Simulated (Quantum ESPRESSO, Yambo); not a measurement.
At a photon energy of 9.25 eV, RPA with local fields on PBEsol bands shifted by a G0W0 scissor of 2.21 eV (Quantum ESPRESSO and Yambo; 4×4×4 mesh, 128 bands, 3 Ry local-field block, 0.2 eV broadening) gives ε = 2.23 + 2.56i for CsCaBr3 (cubic perovskite, space group Pm-3m, No. 221), field along x.

**Question.** Work out n, κ, the normal-incidence reflectivity, the absorption coefficient and the penetration depth.

**Answer.** 
|ε| = 3.40; n = √((|ε| + ε1)/2) = 1.68, κ = √((|ε| − ε1)/2) = 0.76. R = ((n − 1)² + κ²)/((n + 1)² + κ²) = 0.13. α = 2Eκ/(ħc) with ħc = 197.327 eV nm: 0.0716 per nm = 7.2 × 10⁵ per cm, a 1/e depth of 14 nm. The computed direct gap is 6.77 eV, and the energy scale of the real crystal may differ from it. Excitonic effects are left out, and values at one energy depend on mesh and broadening. The scissor comes from a G0W0 run whose convergence isn't established. Convergence of the RPA response with its 4×4×4 mesh was not tested.

Spin-orbit coupling is not included.

Geometry of the Materials Project entry, not relaxed at this level; primitive cell a = b = c = 5.7087 Å, α = β = γ = 90.00°.

The structure is a Materials Project entry; no match was found in the copy of COD used, and its stability was not checked.
